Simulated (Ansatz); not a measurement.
Calculated with Ansatz: RbH$_{5}$S$_{8}$, relaxation

Launch command:

```bash
ansatz run input.yaml --threads 2 --pin off --max-ram 3584MiB --backend cpu --events-out ev --progress --plain --runs-dir out
```

Input:

```yaml
crystal:
  lattice:
    - [0.0, 3.311667, 0.0]
    - [8.554979, -1.655833, 0.0]
    - [2.112348, 0.0, -8.028969]
  atoms:
    - { symbol: S, position: [0.2391, 0.4782, 0.8451] }
    - { symbol: S, position: [0.7609, 0.5218, 0.1549] }
    - { symbol: Rb, position: [0.5, 0.0, 0.5] }
    - { symbol: S, position: [0.1695, 0.339, 0.5131] }
    - { symbol: S, position: [0.8305, 0.661, 0.4869] }
    - { symbol: S, position: [0.0869, 0.1738, 0.1724] }
    - { symbol: S, position: [0.9131, 0.8262, 0.8276] }
    - { symbol: S, position: [0.5752, 0.1504, 0.8438] }
    - { symbol: S, position: [0.4248, 0.8496, 0.1562] }
    - { symbol: H, position: [0.2949, 0.5898, 0.3354] }
    - { symbol: H, position: [0.7051, 0.4102, 0.6646] }
    - { symbol: H, position: [0.3422, 0.6844, 0.9823] }
    - { symbol: H, position: [0.6578, 0.3156, 0.0177] }
    - { symbol: H, position: [0.0, 0.0, 0.0] }
  symmetry: { tolerance: 0.0003 }
kpoints:
  mp_grid: { grid: [6, 6, 3], shift: [0, 0, 0] }
magnetization:
  spin_polarized: false
scf:
  occupations: { method: methfessel_paxton, width: 0.0184 }
  lower_state_search: "off"
hamiltonian:
  pseudopotentials: { kind: paw }
  xc: r2scan
basis:
  ecutwfc: 500
  fft_grid_basis: typed
relax:
  max_steps: 40
  f_tol: 0.03
output:
  forces: true
  stress: true
  eigenvalues: true
  populations: true
  elf: true
  write_potential: true
  volumetric_format: npy
  dos:
    e_range: [-12, 8]
    de: 0.05
    projected: { site_lists: { H: [H], Rb: [Rb], S: [S] } }
  bader: false
checkpoint:
  read: saved_state
```

Origin of the cell: a known structure type with other elements, at an estimated volume, so it need not be a known compound.

The saved state is a converged single point of the same cell.

Steps:

| step | ΔF (meV/atom) | max force component (eV/Å) | SCF iterations | step was |
| --- | --- | --- | --- | --- |
| 1 | 0.0 | 0.928 | 10 | accepted |
| 2 | -84.3 | 1.222 | 9 | accepted |
| 3 | -243.1 | 1.715 | 9 | accepted |
| 4 | -405.7 | 1.827 | 8 | accepted |
| 5 | -545.2 | 1.950 | 8 | accepted |
| 6 | -617.8 | 0.937 | 8 | accepted |
| 7 | -674.4 | 1.118 | 7 | accepted |
| 8 | -719.3 | 0.761 | 6 | accepted |
| 9 | -751.8 | 0.727 | 6 | accepted |
| 10 | -761.4 | 1.918 | 8 | accepted |
| 11 | -781.5 | 1.765 | 8 | accepted |
| 12 | -817.6 | 1.091 | 8 | accepted |
| 13 | -847.2 | 1.113 | 8 | accepted |
| 14 | -870.1 | 0.598 | 6 | accepted |
| 15 | -879.9 | 0.676 | 8 | accepted |
| 16 | -890.6 | 1.047 | 9 | accepted |
| 17 | -901.0 | 0.504 | 6 | accepted |
| 18 | -908.4 | 0.886 | 10 | accepted |
| 19 | -921.2 | 0.620 | 8 | accepted |
| 20 | -930.9 | 0.530 | 8 | accepted |
| 21 | -938.1 | 0.712 | 6 | accepted |
| 22 | -943.2 | 0.577 | 6 | accepted |
| 23 | -949.5 | 0.298 | 7 | accepted |
| 24 | -961.1 | 0.558 | 7 | accepted |
| 25 | -979.8 | 0.845 | 6 | accepted |
| 26 | -1011.3 | 0.494 | 7 | accepted |
| 27 | -1020.3 | 0.505 | 6 | accepted |
| 28 | -1019.3 | 0.721 | 6 | rejected |
| 29 | -1023.4 | 0.046 | 7 | accepted |
| 30 | -1023.5 | 0.058 | 6 | accepted |
| 31 | -1023.5 | 0.046 | 5 | accepted |
| 32 | -1023.6 | 0.010 | 5 | accepted |
| 33 | -1023.6 | 0.010 | 3 | accepted |

The starting structure.

Space group C2/m (No. 12); the run's cell has a = 3.312 Å, b = 8.714 Å, c = 8.302 Å, α = 75.53°, β = 90.00°, γ = 100.95°. Shortest distances: H–S 2.25 Å, H–H 2.84 Å, S–S 3.15 Å, Rb–S 3.21 Å, Rb–Rb 3.31 Å.

The relaxed structure.

Space group C2/m (No. 12); the run's cell has a = 3.312 Å, b = 8.714 Å, c = 8.302 Å, α = 75.53°, β = 90.00°, γ = 100.95°. Shortest distances: H–S 1.67 Å, S–S 2.21 Å, H–H 2.45 Å, H–Rb 3.15 Å, Rb–S 3.24 Å, Rb–Rb 3.31 Å.

```yaml
crystal:
  lattice:
    - [0.00000, 3.31167, 0.00000]
    - [8.55498, -1.65583, 0.00000]
    - [2.11235, 0.00000, -8.02897]
  atoms:
    - { symbol: S, position: [0.16238, 0.32477, 0.85205] }
    - { symbol: S, position: [0.83762, 0.67523, 0.14795] }
    - { symbol: Rb, position: [0.50000, 0.00000, 0.50000] }
    - { symbol: S, position: [0.16762, 0.33523, 0.43886] }
    - { symbol: S, position: [0.83238, 0.66477, 0.56114] }
    - { symbol: S, position: [0.15832, 0.31663, 0.17797] }
    - { symbol: S, position: [0.84168, 0.68337, 0.82203] }
    - { symbol: S, position: [0.57405, 0.14810, 0.89425] }
    - { symbol: S, position: [0.42595, 0.85190, 0.10575] }
    - { symbol: H, position: [0.31107, 0.62214, 0.55368] }
    - { symbol: H, position: [0.68893, 0.37786, 0.44632] }
    - { symbol: H, position: [0.32806, 0.65612, 0.83820] }
    - { symbol: H, position: [0.67194, 0.34388, 0.16180] }
    - { symbol: H, position: [0.00000, 0.00000, 0.00000] }
```

```
Free energy lowered by  : 1023.6 meV/atom
Final pressure          : -0.94 GPa
Relaxation steps listed : 33
```

Caveats: the SCF threshold is looser than advised for a stress; the relaxation held the start's symmetry, so the end may be a saddle point.

Time: 5.8 min on 2 threads of AMD EPYC 9R45 96-Core Processor (Zen 5), on a shared host, peak memory 1.3 GiB, from a saved density.
